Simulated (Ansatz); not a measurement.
TeW:
```xyz
2
Lattice="3.3185 0.0000 0.0000 0.0000 3.3185 0.0000 0.0000 0.0000 3.3185" Properties=species:S:1:pos:R:3 pbc="T T T"
W      0.0000     0.0000     0.0000
Te     1.6593     1.6593     1.6593
```

Relaxed with r²SCAN. Special points in fractions of this cell's reciprocal vectors: Γ (0.000, 0.000, 0.000); X (0.000, 0.500, 0.000); M (0.500, 0.500, 0.000); R (0.500, 0.500, 0.500).

Task: List the band energies nearest the Fermi level at these points for r²SCAN in the plane-wave PAW code Ansatz.

Result: In eV from the Fermi level; about four levels below and three above (degenerate sets whole), none deeper than 8.9 eV; points with the same levels are listed once.

```csv
k,below,above
Γ,-3.62 -3.62 -1.44 -1.44 -1.44,0.70 0.70 0.70
X,-3.52 -3.52 -2.83,0.85 2.18 4.93
M,-6.58 -6.58 -4.10 -0.98 -0.98,0.96 1.43 2.48
R,-7.57 -7.57 -7.57,1.43 1.43 1.43
```

Space group Pm-3m (CsCl type). A made-up cell: these elements were put on the sites of a structure type; neither database checked (COD, Materials Project) lists it. Its standing as an ambient phase is unchecked. Symmetry was held in the r²SCAN relaxation; whether a distortion lowers the energy is not shown. No spin polarisation was allowed. Spin–orbit coupling is left out wherever it is not named.

Potentials: the earlier of the program's two PAW sets.
